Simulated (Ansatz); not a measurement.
Consider a crystal of Ga3Te2O in space group Pmmm (No. 47), with Ga on 2j and 1e; Te on 1a and 1g; O on 1b.

Method: DFT PBE, scalar-relativistic, plane waves, PAW (Ansatz 0.2.0). Cutoff 420 eV, Γ-centred mesh, Gaussian smearing, no spin polarisation.

Energies over the elements count from the elements' standard structures at the same level (O₂ as a molecule), with no fitted energy shifts.

Question: Give the relaxed lattice parameters and positions.

Answer:

Space group Pmmm (No. 47). a = 4.728 Å, b = 5.705 Å, c = 5.727 Å, α = 90.00°, β = 90.00°, γ = 90.00°
| atom | site | symmetry | x | y | z |
| --- | --- | --- | --- | --- | --- |
| Ga | 2j | 2mm | 0.7490 | 0.0000 | 0.5000 |
| Ga | 1e | mmm | 0.0000 | 0.5000 | 0.0000 |
| Te | 1a | mmm | 0.0000 | 0.0000 | 0.0000 |
| Te | 1g | mmm | 0.0000 | 0.5000 | 0.5000 |
| O | 1b | mmm | 0.5000 | 0.0000 | 0.0000 |

Ga on a site of symmetry 2mm has 2 Ga at 2.36–2.37 Å, 4 Te at 3.09–3.10 Å and 2 O at 3.10 Å; around Ga on a site of symmetry mmm lie 4 Te at 2.85–2.86 Å; around Te on its first site lie 2 O at 2.36 Å, 2 Ga at 2.85 Å and 4 Ga at 3.10 Å; O is surrounded by 2 Te at 2.36 Å and 4 Ga at 3.10 Å; 1 more site not described. Another local minimum with the same sites may exist.

Question: Where does its energy lie, and is it a metal?

Answer: The formation energy is +0.05 eV/atom and the gap on the 8×8×8 mesh of the 6-atom cell is 0 eV (a metal). The separate elements lie lower, so it is unstable against them.

The last run used Gaussian smearing of 0.10 eV. Spin–orbit coupling, which can matter for Te, is left out. An odd number of electrons in the primitive cell allows no gap without spin; a larger cell or a magnetic state could open one. The cell is a metal run without spin; a magnetic state may lie lower. The reference form of Te is held partly by dispersion forces, which this level lacks. Symmetry constrained the relaxation, so the result can be a saddle point. Another cell of Ga3Te2O relaxed alike, in R-3m, lies 110 meV/atom lower, so this cell isn't the stable form at this level.
